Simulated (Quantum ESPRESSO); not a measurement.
Mo3Pt3RuAl, input and log of a self-consistent run

Computed values, not a measurement. The program is pw.x of Quantum ESPRESSO 7.5 (plane-wave density functional theory). The cell is made up: eight metal atoms on a face-centred cubic lattice, with elements, volume, strain and displacements drawn at random and not relaxed, so it may be unstable or far from any real phase. PseudoDojo standard norm-conserving files set the functional (PBE unless stated); there is no spin polarisation or spin-orbit coupling, the Fermi-Dirac width of 0.25 eV means electrons at about 2900 K, and the masses in the input are unused placeholders. Heavy elements are run without spin-orbit coupling, which real alloys of them have. A spin test at this wide smearing found no moment, but such smearing suppresses magnetism that the real alloy may have.

Input:

```
&control calculation='scf', pseudo_dir='./dojo.nc.sr.pbe.v0_5.standard.upf', outdir='./o', disk_io='medium', tprnfor=.true., tstress=.true. /
&system ibrav=0, nat=8, ntyp=4, nbnd=75, ecutwfc=84.00895049, nosym=.true., tot_charge=0,
 occupations='smearing', smearing='fd', degauss=0.0183746611
/
&electrons conv_thr=1.470e-08, electron_maxstep=70, mixing_beta=0.5 /
ATOMIC_SPECIES
Al 1.0 Al.upf
Mo 1.0 Mo.upf
Pt 1.0 Pt.upf
Ru 1.0 Ru.upf
CELL_PARAMETERS angstrom
0.0 3.9178 0.0
-3.9178 0.0 -3.9178
-3.9178 0.0 3.9178
ATOMIC_POSITIONS angstrom
Mo 0.0726 0.0051 0.0476
Pt -2.0545 -0.0066 1.9478
Ru -1.9628 -0.1708 -1.9697
Al -3.9339 0.01 0.0028
Mo -1.9866 1.9385 -0.0052
Pt -3.8791 1.9756 2.0217
Pt -3.9148 1.9084 -1.9578
Mo -5.8147 2.0035 -0.005
K_POINTS automatic
6 4 4 1 1 1
```

The log is shortened where brackets say so; the opening notice, blank lines, dates and the lines on written files are dropped, and the path of the files is cut. It prints rydbergs, bohrs and kilobars, and counts compression as positive stress. Its total energy is the free energy E - TS of the whole cell.

```
     Program PWSCF v.7.5
     Parallel version (MPI & OpenMP), running on       1 processor cores
     Number of MPI processes:                 1
     Threads/MPI process:                     1
     [start-up lines left out]
     bravais-lattice index     =            0
     lattice parameter (alat)  =       7.4036  a.u.
     unit-cell volume          =     811.6212 (a.u.)^3
     number of atoms/cell      =            8
     number of atomic types    =            4
     number of electrons       =       115.00
     number of Kohn-Sham states=           75
     kinetic-energy cutoff     =      84.0090  Ry
     charge density cutoff     =     336.0358  Ry
     scf convergence threshold =      1.5E-08
     mixing beta               =       0.5000
     number of iterations used =            8  plain     mixing
     Exchange-correlation= PBE
                           (   1   4   3   4   0   0   0)
     [axes and pseudopotential details left out]
   Cartesian axes
     site n.     atom                  positions (alat units)
         1        Mo     tau(   1) = (   0.0185308   0.0013018   0.0121497  )
         2        Pt     tau(   2) = (  -0.5244014  -0.0016846   0.4971668  )
         3        Ru     tau(   3) = (  -0.5009955  -0.0435959  -0.5027566  )
         4        Al     tau(   4) = (  -1.0041094   0.0025525   0.0007147  )
         5        Mo     tau(   5) = (  -0.5070703   0.4947930  -0.0013273  )
         6        Pt     tau(   6) = (  -0.9901220   0.5042626   0.5160294  )
         7        Pt     tau(   7) = (  -0.9992343   0.4871101  -0.4997192  )
         8        Mo     tau(   8) = (  -1.4841748   0.5113839  -0.0012762  )
     number of k points=    48  Fermi-Dirac smearing, width (Ry)=  0.0184
                       cart. coord. in units 2pi/alat
        k(    1) = (  -0.1250000   0.0833333   0.0000000), wk =   0.0416667
        k(    2) = (  -0.2500000   0.0833333   0.1250000), wk =   0.0416667
     [further k points left out]
     Dense  grid:    84503 G-vectors     FFT dimensions: (  45,  64,  64)
     Estimated max dynamical RAM per process >     161.23 MB
     Initial potential from superposition of free atoms
     starting charge     114.9920, renormalised to     115.0000
     Starting wfcs are   74 randomized atomic wfcs +    1 random wfcs
     total cpu time spent up to now is       33.4 secs
     per-process dynamical memory:    81.6 Mb
     Self-consistent Calculation
     iteration #  1     ecut=    84.01 Ry     beta= 0.50
     Davidson diagonalization with overlap
     ethr =  1.00E-02,  avg # of iterations =  3.0
     total cpu time spent up to now is      113.3 secs
     total energy              =   -1411.82551521 Ry
     estimated scf accuracy    <       1.24015840 Ry
     iteration #  2     ecut=    84.01 Ry     beta= 0.50
     Davidson diagonalization with overlap
     ethr =  1.08E-03,  avg # of iterations =  2.1
     total cpu time spent up to now is      187.4 secs
     total energy              =   -1411.27324123 Ry
     estimated scf accuracy    <       6.84488715 Ry
     iteration #  3     ecut=    84.01 Ry     beta= 0.50
     Davidson diagonalization with overlap
     ethr =  1.08E-03,  avg # of iterations =  2.0
     total cpu time spent up to now is      255.2 secs
     total energy              =   -1412.04245760 Ry
     estimated scf accuracy    <       2.10519256 Ry
     iteration #  4     ecut=    84.01 Ry     beta= 0.50
     Davidson diagonalization with overlap
     ethr =  1.08E-03,  avg # of iterations =  1.6
     total cpu time spent up to now is      311.5 secs
     total energy              =   -1412.15315857 Ry
     estimated scf accuracy    <       0.50569393 Ry
     iteration #  5     ecut=    84.01 Ry     beta= 0.50
     Davidson diagonalization with overlap
     ethr =  4.40E-04,  avg # of iterations =  1.4
     total cpu time spent up to now is      373.1 secs
     total energy              =   -1412.19468363 Ry
     estimated scf accuracy    <       0.34629821 Ry
     [iterations 6 to 12 left out]
     iteration # 13     ecut=    84.01 Ry     beta= 0.50
     Davidson diagonalization with overlap
     ethr =  1.29E-08,  avg # of iterations =  1.0
     total cpu time spent up to now is      928.1 secs
     total energy              =   -1412.22436055 Ry
     estimated scf accuracy    <       0.00000127 Ry
     iteration # 14     ecut=    84.01 Ry     beta= 0.50
     Davidson diagonalization with overlap
     ethr =  1.10E-09,  avg # of iterations =  1.5
     total cpu time spent up to now is      995.1 secs
     total energy              =   -1412.22436066 Ry
     estimated scf accuracy    <       0.00000020 Ry
     iteration # 15     ecut=    84.01 Ry     beta= 0.50
     Davidson diagonalization with overlap
     ethr =  1.76E-10,  avg # of iterations =  2.0
     total cpu time spent up to now is     1054.4 secs
     total energy              =   -1412.22436068 Ry
     estimated scf accuracy    <       0.00000003 Ry
     iteration # 16     ecut=    84.01 Ry     beta= 0.50
     Davidson diagonalization with overlap
     ethr =  2.80E-11,  avg # of iterations =  2.0
     total cpu time spent up to now is     1118.5 secs
     total energy              =   -1412.22436068 Ry
     estimated scf accuracy    <       0.00000012 Ry
     iteration # 17     ecut=    84.01 Ry     beta= 0.50
     Davidson diagonalization with overlap
     ethr =  2.80E-11,  avg # of iterations =  1.5
     total cpu time spent up to now is     1193.3 secs
     End of self-consistent calculation
     [lines on levels left out]
!    total energy              =   -1412.22436069 Ry
     estimated scf accuracy    <          2.1E-09 Ry
     smearing contrib. (-TS)   =      -0.09718283 Ry
     internal energy E=F+TS    =   -1412.12717786 Ry
     The total energy is F=E-TS. E is the sum of the following terms:
     one-electron contribution =    -347.99343000 Ry
     hartree contribution      =     245.03309732 Ry
     xc contribution           =    -240.99951372 Ry
     ewald contribution        =   -1068.16733146 Ry
     convergence has been achieved in  17 iterations
     Forces acting on atoms (cartesian axes, Ry/au):
     atom    1 type  2   force =    -0.02154760   -0.01264047   -0.00913663
     atom    2 type  3   force =     0.04662680   -0.00005480   -0.01366299
     atom    3 type  4   force =     0.00833042    0.06176153    0.01353095
     atom    4 type  1   force =     0.00471320   -0.00017069   -0.00046945
     atom    5 type  2   force =     0.03546804    0.00773548   -0.01519456
     atom    6 type  3   force =    -0.03094245   -0.03160853   -0.00536243
     atom    7 type  3   force =    -0.00464253   -0.00269511    0.00395247
     atom    8 type  2   force =    -0.03800587   -0.02232742    0.02634264
     Total force =     0.115642     Total SCF correction =     0.000145
     Computing stress (Cartesian axis) and pressure
          total   stress  (Ry/bohr**3)                   (kbar)     P=       44.24
   0.00032547   0.00001088   0.00004742           47.88        1.60        6.98
   0.00001088   0.00018370   0.00002963            1.60       27.02        4.36
   0.00004742   0.00002963   0.00039302            6.98        4.36       57.82
     init_run     :     31.66s CPU     33.20s WALL (       1 calls)
     electrons    :   1151.75s CPU   1160.00s WALL (       1 calls)
     forces       :     13.97s CPU     14.07s WALL (       1 calls)
     stress       :     43.74s CPU     43.90s WALL (       1 calls)
     [timing details left out]
     PWSCF        :  20m41.48s CPU  20m51.94s WALL
     JOB DONE.
```

In other units: free energy -19214.291 eV for the cell, pressure 4.42 GPa, largest force component 1.588 eV/Å in size. The run took 1253 s of wall time with one process on a shared machine (AMD EPYC, Zen 5, virtual cores), so the time is rough. A rerun of this cell at a higher cutoff and on a denser mesh moved values by no more than 0.013 eV in energy, 0.12 GPa in stress and 0.011 eV/Å in force, and a second program with other atomic files agreed on that cell to 2 % rms in force and 0.5 GPa in pressure.